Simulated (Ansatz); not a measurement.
Ga: reading a single point

```yaml
crystal:
  lattice:
    - [4.27831, 0.00000, 0.00000]
    - [0.00000, 4.42687, 0.00000]
    - [0.00000, 0.00000, 6.03565]
  atoms:
    - { symbol: Ga, position: [0.25000, 0.20800, 0.03600] }
    - { symbol: Ga, position: [0.25000, 0.29200, 0.53600] }
    - { symbol: Ga, position: [0.75000, 0.79200, 0.96400] }
    - { symbol: Ga, position: [0.75000, 0.70800, 0.46400] }
    - { symbol: Ga, position: [0.25000, 0.84200, 0.31900] }
    - { symbol: Ga, position: [0.25000, 0.65800, 0.81900] }
    - { symbol: Ga, position: [0.75000, 0.15800, 0.68100] }
    - { symbol: Ga, position: [0.75000, 0.34200, 0.18100] }
```

The numbers come from plane-wave PAW DFT (Ansatz): r2SCAN, no spin polarisation, 500 eV, 6×6×4 Γ-centred k points, cold occupations (width 0.1616 eV). Nothing was relaxed.

- Contacts: Ga–Ga at 2.35 Å: least valence density 0.44 e/Å³ and ELF 0.47 there. These are pseudo-fields; inside the PAW spheres they differ from the all-electron ones.
- At the Fermi level: It is a metal, with about 2.1 states/eV a cell as the mean within 0.25 eV of the Fermi level, mostly Ga p (71 %) and Ga s (26 %).
- Forces: The largest is on Ga1 (and as large on other atoms): 1.12 eV/Å, components (0.00, -0.71, -0.87). It makes 97° with the line to a nearest neighbour, Ga5 at 2.35 Å.
- Stress: The pressure is 34.6 GPa (compression positive), so with the atoms held at these fractions the cell would first expand; the forces are large, so a full relaxation may end otherwise. The principal stresses 31.9, 33.2, 38.7 GPa differ, so its shape would change too.

Origin: a known structure type with other elements, at an estimated volume, so it need not be a known compound. Caveats: atoms or cell far from equilibrium; wide smearing.
